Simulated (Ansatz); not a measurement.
Work and stress of cleavage in Ti$_{3}$C$_{2}$

Theory: DFT PBEsol, scalar-relativistic, plane waves, PAW in Ansatz. The runs took a 420 eV cutoff, a Γ-centred 15×15×3 mesh and Gaussian smearing (0.15 eV). No spin polarisation. Energies are free energies at this smearing, counted from the undisturbed cell; pressure is positive in compression.

The starting cell (relaxed at this level; it needn't be the usual structure):

```yaml
crystal:
  lattice:
    - [-3.04209, 0.00000, 0.00000]
    - [-1.52104, -2.63453, 0.00000]
    - [0.00000, 0.00000, 14.98465]
  atoms:
    - { symbol: Ti, position: [0.33333, 0.33333, 0.59379] }
    - { symbol: Ti, position: [0.66667, 0.66667, 0.09379] }
    - { symbol: Ti, position: [0.66667, 0.66667, 0.90621] }
    - { symbol: Ti, position: [0.33333, 0.33333, 0.40621] }
    - { symbol: Ti, position: [0.00000, 0.00000, 0.75000] }
    - { symbol: Ti, position: [0.00000, 0.00000, 0.25000] }
    - { symbol: C, position: [0.66667, 0.66667, 0.66438] }
    - { symbol: C, position: [0.33333, 0.33333, 0.16438] }
    - { symbol: C, position: [0.66667, 0.66667, 0.33562] }
    - { symbol: C, position: [0.33333, 0.33333, 0.83562] }
```

The cut lies on the cell's a–b face, a (0 0 1) plane (indices in the standard cell, whose axes needn't be the Cartesian ones shown) of area 8.01 Å², between layers 2.81 Å apart. Vector c is lengthened by d along the normal with the atoms' Cartesian places fixed: one unrelaxed cut a cell. The traction is positive where the two halves pull on each other.

| d (Å) | energy (J/m²) | traction (GPa) |
| --- | --- | --- |
| -0.30 | 0.31 | -21.8 |
| -0.15 | 0.07 | -9.8 |
| 0.00 | 0.00 | -0.2 |
| 0.25 | 0.15 | 10.9 |
| 0.50 | 0.50 | 16.4 |
| 0.75 | 0.94 | 18.1 |
| 1.00 | 1.39 | 17.8 |
| 1.50 | 2.19 | 14.0 |
| 2.00 | 2.77 | 9.0 |
| 3.00 | 3.28 | 2.1 |
| 4.50 | 3.39 | 0.1 |
| 6.00 | 3.39 | 0.0 |

Q: What are the work of separation and the cleavage stress, and do they fit the universal binding curve?

A: The energy levels off near W ≈ 3.39 J/m² (the traction is down to 0.0 GPa), the energy of the two unrelaxed faces, 1.70 J/m² each on average. The largest sampled traction is 18.1 GPa at d = 0.75 Å, and a parabola through it and its two neighbours peaks at σ_max ≈ 18.3 GPa, d ≈ 0.83 Å. The curve E = W[1 − (1 + d/ℓ)exp(−d/ℓ)] peaks in traction at d = ℓ with σ_max = W/(eℓ); with 1 J/m² per Å = 10 GPa this W and σ_max give ℓ = 0.68 Å. A parabola through that curve at the same three d peaks at 0.71 Å, against 0.83 Å here, a fair fit. Real crystals break at far lower stress, because cracks concentrate it, and on the plane of lowest W, which needn't be this one.

The cut is rigid; relaxing the faces lowers these energies and usually the stresses.

In a metal these slopes depend on the k mesh and the smearing.

Cost: 12 runs of about 9.3 core-minutes in all, on AMD EPYC 7R43 (Zen 3) (shared hosts).